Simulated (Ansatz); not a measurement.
Relaxed candidate structures of BW:

A. I4₁/amd, origin choice 1 (No. 141), tI16; a = b = 3.120 Å, c = 16.860 Å, α = β = γ = 90.00°; B 8e (0.000, 0.000, 0.344); W 8e (0.000, 0.000, 0.197)

B. F-43m (No. 216), cF8, zinc blende type; a = 4.804 Å, b = 4.804 Å, c = 4.804 Å, α = 90.00°, β = 90.00°, γ = 90.00°; W 4c (0.250, 0.250, 0.250); B 4a (0.000, 0.000, 0.000)

C. P-6m2 (No. 187), hP2; a = 2.9455 Å, b = 2.9455 Å, c = 2.9994 Å, α = 90.00°, β = 90.00°, γ = 120.00°; B 1a (0.000, 0.000, 0.000); W 1d (0.333, 0.667, 0.500)

Task: Rank these by energy per atom (lowest first), as PBEsol (plane waves to 420 eV, PAW, scalar-relativistic; Ansatz, a first-principles code) gives it.

Result: A (reference, the lowest among the structures calculated here), C (+0.49 eV/atom), B (+1.42 eV/atom)

Each run could gain symmetry but not lose that of its start, so entries can be saddle points. From databases, or of a type measured for this composition: I4₁/amd, tI16; the others are generated cells (placed on structure types, drawn at random, substituted or restacked) that were not matched to a known phase here. Static energies at zero pressure. Each cell has its own k-point mesh; energy differences are given only to the digits this allows. No spin polarisation in the result.
